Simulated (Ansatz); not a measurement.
Theory: DFT PBEsol, scalar-relativistic, plane waves, PAW (Ansatz 0.2.0).

Structure of Li3TaO4:

```
Li Ta O
1.0
    -2.04226    2.04226    4.25296
     2.04226   -2.04226    4.25296
     2.04226    2.04226   -4.25296
Li Ta O
3 1 4
Direct
  0.50000 0.50000 0.00000
  0.25000 0.75000 0.50000
  0.75000 0.25000 0.50000
  0.00000 0.00000 0.00000
  0.00000 0.50000 0.50000
  0.77426 0.77426 0.00000
  0.50000 0.00000 0.50000
  0.22574 0.22574 0.00000
```

Settings: cutoff 420 eV, Γ-centred mesh 10×10×10 on the computed 8-atom cell, Gaussian smearing of 0.02 eV; no spin polarisation.

Levels along Γ–X–P–N–Γ–M–S | S0–Γ | X–R | G–M, in eV from a zero inside the gap, sorted by energy at each point. Points in fractions of the primitive reciprocal vectors: Γ (0.000 0.000 0.000), X (0.000 0.000 0.500), P (0.250 0.250 0.250), N (0.000 0.500 0.000), M (0.500 0.500 -0.500), S (0.308 0.692 -0.308), S0 (-0.308 0.308 0.308), R (-0.115 0.115 0.500), G (0.500 0.500 -0.115).
```tsv
point	k (1/Å, with 2π)	band 20	band 21	band 22	band 23	band 24	band 25	band 26
Γ	0.000	-2.81	-0.97	-0.97	-0.85	0.79	3.44	3.44
-	0.155	-2.68	-1.10	-0.98	-0.89	1.05	3.50	3.51
-	0.311	-2.39	-1.43	-0.99	-0.99	1.71	3.66	3.70
-	0.466	-2.06	-1.85	-1.15	-0.96	2.51	3.90	3.97
-	0.622	-2.22	-1.77	-1.33	-0.91	3.31	4.19	4.28
-	0.777	-1.67	-1.55	-1.43	-0.85	4.01	4.46	4.58
-	0.932	-1.68	-1.41	-1.08	-0.81	4.51	4.66	4.79
X	1.088	-1.73	-1.36	-0.92	-0.79	4.70	4.73	4.86
-	1.141	-1.70	-1.38	-0.91	-0.79	4.70	4.73	4.86
-	1.193	-1.64	-1.45	-0.91	-0.79	4.70	4.73	4.85
-	1.246	-1.56	-1.54	-0.90	-0.79	4.70	4.72	4.83
-	1.299	-1.67	-1.47	-0.88	-0.79	4.70	4.72	4.81
-	1.352	-1.81	-1.39	-0.86	-0.80	4.70	4.73	4.79
-	1.404	-1.98	-1.34	-0.84	-0.81	4.70	4.74	4.77
P	1.457	-2.05	-1.33	-0.83	-0.83	4.70	4.75	4.75
-	1.567	-2.04	-1.31	-0.90	-0.85	4.58	4.69	4.75
-	1.677	-2.03	-1.27	-1.09	-0.92	4.31	4.49	4.73
-	1.787	-2.05	-1.39	-1.21	-1.02	3.99	4.21	4.71
-	1.897	-2.12	-1.70	-1.14	-1.13	3.68	3.90	4.69
-	2.006	-2.08	-1.85	-1.23	-1.07	3.43	3.64	4.66
-	2.116	-2.01	-1.89	-1.30	-1.02	3.27	3.46	4.64
N	2.226	-1.96	-1.90	-1.32	-1.00	3.21	3.40	4.63
-	2.348	-1.90	-1.88	-1.42	-0.96	3.13	3.37	4.56
-	2.470	-1.90	-1.70	-1.60	-0.93	2.82	3.35	4.39
-	2.592	-2.02	-1.63	-1.49	-0.91	2.35	3.37	4.16
-	2.714	-2.29	-1.46	-1.28	-0.91	1.80	3.40	3.90
-	2.836	-2.55	-1.23	-1.12	-0.90	1.30	3.42	3.67
-	2.958	-2.74	-1.04	-1.01	-0.87	0.93	3.44	3.50
Γ	3.079	-2.81	-0.97	-0.97	-0.85	0.79	3.44	3.44
-	3.185	-2.82	-1.02	-1.02	-0.91	0.79	3.43	3.43
-	3.291	-2.81	-1.15	-1.15	-1.09	0.80	3.39	3.39
-	3.396	-2.79	-1.35	-1.35	-1.30	0.81	3.33	3.33
-	3.502	-2.77	-1.59	-1.59	-1.42	0.83	3.25	3.25
-	3.607	-2.75	-1.87	-1.87	-1.38	0.84	3.16	3.16
-	3.713	-2.70	-2.15	-2.15	-1.28	0.85	3.10	3.10
M	3.818	-2.47	-2.42	-2.42	-1.23	0.85	3.08	3.08
-	3.903	-2.47	-2.43	-2.28	-1.24	0.93	3.08	3.12
-	3.987	-2.47	-2.44	-2.02	-1.25	1.16	3.09	3.22
-	4.072	-2.51	-2.41	-1.74	-1.27	1.49	3.10	3.38
-	4.156	-2.44	-2.35	-1.49	-1.30	1.88	3.11	3.60
-	4.241	-2.36	-2.29	-1.35	-1.26	2.29	3.13	3.86
-	4.325	-2.26	-2.20	-1.34	-1.14	2.67	3.16	4.13
S	4.410	-2.15	-2.10	-1.34	-1.08	2.99	3.19	4.39
S0	4.410	-2.15	-2.10	-1.34	-1.08	2.99	3.19	4.39
-	4.545	-1.94	-1.91	-1.32	-1.13	3.25	3.27	4.68
-	4.680	-1.72	-1.70	-1.34	-1.25	3.20	3.30	4.72
-	4.816	-1.67	-1.51	-1.49	-1.16	2.79	3.35	4.51
-	4.951	-2.05	-1.33	-1.29	-1.05	2.18	3.40	4.17
-	5.086	-2.42	-1.17	-1.12	-0.95	1.52	3.42	3.80
-	5.221	-2.70	-1.04	-1.01	-0.88	0.99	3.44	3.54
Γ	5.356	-2.81	-0.97	-0.97	-0.85	0.79	3.44	3.44
X	5.356	-1.73	-1.36	-0.92	-0.79	4.70	4.73	4.86
-	5.392	-1.72	-1.36	-0.92	-0.80	4.69	4.72	4.86
-	5.428	-1.72	-1.37	-0.93	-0.82	4.65	4.70	4.84
-	5.464	-1.71	-1.37	-0.94	-0.85	4.60	4.67	4.82
-	5.500	-1.70	-1.38	-0.95	-0.90	4.53	4.62	4.79
-	5.536	-1.69	-1.38	-0.97	-0.95	4.43	4.56	4.75
-	5.571	-1.68	-1.39	-1.02	-1.00	4.33	4.49	4.70
R	5.607	-1.66	-1.41	-1.10	-1.03	4.21	4.41	4.64
G	5.607	-1.66	-1.41	-1.10	-1.03	4.21	4.41	4.64
-	5.727	-1.59	-1.46	-1.40	-1.15	3.73	4.11	4.40
-	5.846	-1.74	-1.58	-1.48	-1.32	3.18	3.79	4.11
-	5.966	-2.06	-1.70	-1.52	-1.41	2.58	3.51	3.80
-	6.085	-2.30	-1.88	-1.76	-1.33	1.97	3.30	3.52
-	6.205	-2.45	-2.10	-2.02	-1.28	1.42	3.17	3.29
-	6.325	-2.48	-2.32	-2.27	-1.24	1.01	3.10	3.13
M	6.444	-2.47	-2.42	-2.42	-1.23	0.85	3.08	3.08
```

Spin-orbit coupling is left out, which matters for the bands of heavy elements.

Cost: 1 run of about 1.4 core-minutes, on Intel Xeon 6975P-C (Granite Rapids) (shared hosts).